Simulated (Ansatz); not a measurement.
Method: DFT PBE, scalar-relativistic, plane waves, PAW in Ansatz. Settings: cutoff 420 eV, Γ-centred meshes spaced at most about 0.3 Å⁻¹, and about 0.25 Å⁻¹ or finer for metals (2π included), Gaussian smearing. No spin polarisation in the final relaxations.

These are static total energies at zero pressure.

Two forms of Zr2B were relaxed alike.

1. Space group P6/mmm (No. 191), hexagonal, a = 4.528 Å, c = 5.764 Å. Zr on a site of symmetry -6m2 has 3 Zr at 2.61 Å, 2 B at 2.88 Å and 6 Zr at 3.10 Å; Zr on a site of symmetry 6mm is surrounded by 1 Zr at 2.44 Å, 6 B at 2.88 Å, 6 Zr at 3.10 Å and 1 Zr at 3.32 Å; B has 3 B at 2.61 Å and 8 Zr at 2.88 Å.

2. Space group Fm-3m (No. 225), cubic, a = 5.928 Å. Zr has 4 B at 2.57 Å and 6 Zr at 2.96 Å; around B lie 8 Zr at 2.57 Å.

**Question.** Which would you expect to be lower, and how large is the difference?

**Answer.** Cell 2 is lower, by 1.07 eV/atom. Cell 1 has space group P6/mmm (No. 191), 17.1 Å³/atom and no gap on its mesh; cell 2 has the anti-fluorite type, space group Fm-3m (No. 225), 17.4 Å³/atom and no gap. Counting B atoms around Zr (those within 1.25 times the shortest such distance or 1.15 times the sum of covalent radii; a slash parts the counts of unlike sites), cell 1 has Zr 2/6 and cell 2 has Zr 4. Both come from invented guesses.

Cells relaxed within their symmetry can be saddle points.
